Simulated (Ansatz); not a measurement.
BiBrO in space group P4/nmm (No. 129; Bi on 2c, Br on 2c, O on 2a), the program Ansatz at the r²SCAN+D4 level (PAW), all energies at zero smearing, with the estimated change up to a 700 eV cutoff added, with one set of potentials and settings (totals compare only within such a set). Cell of 6 atoms (2 Bi, 2 Br, 2 O): -31547.971 eV.

| element | reference phase | E (eV/atom) |
|---|---|---|
| Bi | R-3m, 2 atoms in the cell | -12411.2119 |
| Br | Cmce, 4 atoms in the cell | -2792.9529 |
| O | C2/m, 4 atoms in the cell, spin-polarised | -566.0549 |

Formation energy per atom, worked out: (-31547.971 − 2×(-12411.2119) − 2×(-2792.9529) − 2×(-566.0549))/6 = -1.255 eV/atom (-121 kJ per mol of atoms), at 0 K, without zero-point energy or fitted corrections.

The workflow started from a Materials Project entry (that database holds measured and hypothetical structures alike); the Crystallography Open Database files this formula in space group No. 129, but the cells were not matched. Whether it is the stable phase at ambient conditions was not checked. The r²SCAN+D4 relaxation kept the symmetry of its start; whether a distortion lowers the energy is not shown. The references are the lowest solids computed at this level, not always the standard phases (solids in place of the gases). Spin–orbit coupling is left out wherever it is not named.

Potentials: the later of the program's two PAW sets.
